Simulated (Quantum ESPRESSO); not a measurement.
# Computed records: AlSi₃C₃N (made-up cell)

All values are calculated (Quantum ESPRESSO 7.5). Calculation on a made-up crystal cell, not a measurement: periodic Kohn-Sham density functional theory in plane waves with PseudoDojo standard norm-conserving scalar-relativistic pseudopotentials, each functional with its own files (v0.5 for PBE, v0.4.1 for LDA and PBEsol), no spin polarisation, no spin-orbit coupling, atoms not relaxed, stress positive in tension, energies less a fixed whole-eV offset for each atom's element; levels are Kohn-Sham levels at fractions of this cell's reciprocal vectors, counted from the reference band (half the neutral cell's valence electrons, rounded up) at Gamma; error bars cover cutoff and k-mesh only, not smearing or the files; each bar is the largest change over components, and at least 0.002 eV, 0.002 eV per angstrom or 0.02 GPa; added strain carries the atoms with the cell, and shear is the tensor component; energies are for the whole cell, and the offsets were chosen from early runs and are not element reference energies.

```cif
# cell vector a (Å): 4.3379 0.0608 -0.0702
# cell vector b (Å): 0.0608 4.4934 -0.0694
# cell vector c (Å): -0.0702 -0.0694 4.4504
data_AlSi3C3N
_symmetry_space_group_name_H-M 'P 1'
_symmetry_Int_Tables_number 1
_cell_length_a 4.3389
_cell_length_b 4.4943
_cell_length_c 4.4515
_cell_angle_alpha 91.790
_cell_angle_beta 91.843
_cell_angle_gamma 88.408
_cell_volume 86.69
loop_
_atom_site_label
_atom_site_type_symbol
_atom_site_fract_x
_atom_site_fract_y
_atom_site_fract_z
_atom_site_occupancy
Si1 Si 0.97223 0.99964 0.00023 1
Si2 Si 0.00543 0.51080 0.51843 1
Al1 Al 0.52051 0.01260 0.52274 1
Si3 Si 0.48528 0.50282 0.98361 1
C1 C 0.25445 0.25035 0.24500 1
C2 C 0.24402 0.76603 0.75645 1
C3 C 0.72438 0.25269 0.73458 1
N1 N 0.74083 0.75694 0.24059 1
_calc_lattice_type 'zincblende/diamond'
_calc_functional 'pbe'
_calc_cutoff 1143  # eV
_calc_fermi_dirac_smearing 0.025  # eV
_calc_scf_tolerance 1e-07  # eV
_calc_electrons_removed 0
_calc_k_mesh '4 x 4 x 4, shifted by half a step'
_calc_free_energy_less_offsets -2.623  # eV
_calc_scf_iterations 11
_calc_smearing_term_minus_ts 0  # eV
_calc_pressure -0.6513  # GPa
_calc_stress_xx -1.04  # GPa
_calc_stress_yy 2.1  # GPa
_calc_stress_zz 0.8931  # GPa
_calc_stress_yz -12.13  # GPa
_calc_stress_xz -11.9  # GPa
_calc_stress_xy -0.372  # GPa
_calc_reference_band 16
_calc_error_bar_energy 0.005151  # eV
_calc_error_bar_stress 0.02  # GPa
_calc_error_bar_force 0.003566  # eV/angstrom
_calc_error_bar_next_band_up 0.002  # eV
_calc_error_bars_from 'tighter rerun of this cell'
```

Atoms:
```
atoms element  atom site  atom energy offset (eV)
           Si          1                     -115
           Si          2                     -115
           Al          3                      -64
           Si          4                     -115
            C          5                     -163
            C          6                     -163
            C          7                     -163
            N          8                     -283
```

Forces:
```
site  x (eV/Å)  y (eV/Å)  z (eV/Å)
   1     1.807      1.21    0.5209
   2  -0.01522    -1.398    -2.064
   3    -4.895    -3.931    -4.869
   4   -0.3363   -0.5419     1.626
   5    -1.702     1.242   -0.3433
   6   -0.9851    -0.744     0.478
   7     5.311     5.207     4.817
   8    0.8148    -1.044   -0.1648
```

Levels:
```
level k point  next band up (eV)
        Gamma             0.4203
(1/2,1/2,1/2)              2.593
   (0.15,0,0)             0.8179
   (0,0.15,0)             0.8238
   (0,0,0.15)             0.9359
```
